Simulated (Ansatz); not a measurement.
# Structures of Y3Cr: which is lowest?

Plane-wave DFT in Ansatz with scalar-relativistic PAW potentials, cutoff 420 eV, Γ-centred meshes chosen by cell and gap, Gaussian smearing with energies taken to zero width. Every cell was relaxed (cell and atoms) in a run of its own, within the symmetry of its start. Functional: PBE.

Relaxed structures (starts from databases or built by putting these elements on another compound's sites):
A. P6_3/mmc, 8 atoms in the computed cell, a = 6.951 Å, c = 5.285 Å; sites (symmetry × multiplicity) Y mm2 × 6, Cr -6m2 × 2; start: built
B. Pm-3m, 4 atoms in the computed cell, a = 4.801 Å; sites (symmetry × multiplicity) Y 4/mm.m × 3, Cr m-3m × 1; start: built

Q: Rank them by energy. Could pressure change the order?

A:
| structure | group | E − E(lowest) (meV/atom) | V (Å³/atom) | gap on mesh (eV) |
| --- | --- | --- | --- | --- |
| A | P6_3/mmc | 0.0 | 27.64 | 0.00 |
| B | Pm-3m | 42 | 27.67 | 0.00 |

A is lowest, 42 meV/atom under B. The two lowest differ in volume by under 3 %, too little for a first-order estimate of what pressure does to that pair (other pairs aren't weighed here); with rigid cells even 3 % in favour of the higher one would need about 8 GPa. Other structures may lie lower than all of these, and vibrations aren't counted.

Only parallel moments were tried here. Magnetic cells started from one order each; another order can shift an energy by tens of meV per atom.